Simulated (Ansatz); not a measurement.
Total density of states per atom from r²SCAN (plane waves, PAW; program Ansatz), in 0.25 eV bins, energy from the Fermi level:

```tsv
E (eV)	states/eV/atom
-7.85	0.00
-7.60	0.03
-7.35	0.19
-7.10	0.27
-6.85	0.33
-6.60	0.36
-6.35	0.36
-6.10	0.22
-5.85	0.29
-5.60	0.30
-5.35	0.29
-5.10	0.42
-4.85	0.69
-4.60	0.85
-4.35	0.72
-4.10	0.86
-3.85	0.81
-3.60	0.93
-3.35	0.88
-3.10	1.81
-2.85	1.82
-2.60	1.78
-2.35	1.37
-2.10	2.17
-1.85	2.26
-1.60	2.92
-1.35	2.09
-1.10	1.36
-0.85	1.37
-0.60	0.80
-0.35	0.35
-0.10	0.45
0.15	0.46
0.40	0.37
0.65	0.35
0.90	0.42
1.15	0.42
1.40	0.33
1.65	0.26
1.90	0.30
2.15	0.33
2.40	0.30
2.65	0.27
2.90	0.28
3.15	0.27
3.40	0.23
3.65	0.26
3.90	0.38
4.15	0.35
4.40	0.30
4.65	0.33
```

Question: Which of these materials gives this?
A. HfNi, Cmcm (Hf on 4c, Ni on 4c)
B. Ca3GeN, anti-perovskite
C. ZrGe, Pnma (Zr on 4c, Ge on 4c)
D. Ni2Ge, Pnma (Ni on 4c, Ni on 4c, Ge on 4c)

Answer: D, Ni2Ge, Pnma (Ni on 4c, Ni on 4c, Ge on 4c). Within 0.5 eV of the Fermi level: Ni 3d 71 %, Ge 4p 20 %. Projections are on Löwdin-orthogonalised atomic valence shells; empty p or d shells of many metals are not among them.

The workflow started from a Materials Project entry (that database holds measured and hypothetical structures alike); the Crystallography Open Database copy checked does not list it. Its standing as an ambient phase is unchecked. Symmetry was held in the r²SCAN relaxation; whether a distortion lowers the energy is not shown. The run is not spin-polarised. Scalar-relativistic: spin–orbit coupling is off unless named, which matters more the heavier the elements.

Potentials: the later of the program's two PAW sets.
